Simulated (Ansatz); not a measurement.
Sb:
```xyz
1
Lattice="0.0000 2.3870 2.3870 2.3870 0.0000 2.3870 2.3870 2.3870 0.0000" Properties=species:S:1:pos:R:3 pbc="T T T"
Sb     0.0000     0.0000     0.0000
```

Relaxed with r²SCAN. Special points in fractions of this cell's reciprocal vectors: Γ (0.000, 0.000, 0.000); X (0.500, 0.000, 0.500); U (0.625, 0.250, 0.625); K (0.375, 0.375, 0.750); L (0.500, 0.500, 0.500); W (0.500, 0.250, 0.750).

Task: List the band energies nearest the Fermi level at these points for DFT-r²SCAN in the program Ansatz with PAW potentials.

Result: In eV from the Fermi level; about four levels below and three above (degenerate sets whole), none deeper than 8.9 eV; … stands for higher levels left out; points with the same levels are listed once.

```
k                    below           above
-  -----------------------  --------------
Γ                        –  5.54 5.54 5.54
X              -7.79 -5.23     0.33 0.33 …
U        -7.83 -4.28 -3.14          1.20 …
L                    -6.10     3.74 3.74 …
W  -7.55 -3.37 -3.37 -1.52               …
```

Space group Fm-3m (fcc (Cu type)). A made-up cell: these elements were put on the sites of a structure type; the Crystallography Open Database files this formula in space group No. 225, but the cells were not matched. It is not the phase usual at ambient conditions (space group No. 166). The r²SCAN relaxation kept the symmetry of its start. At this level the phase is mechanically unstable. Spin–orbit coupling is left out wherever it is not named.

Potentials: the later of the program's two PAW sets.
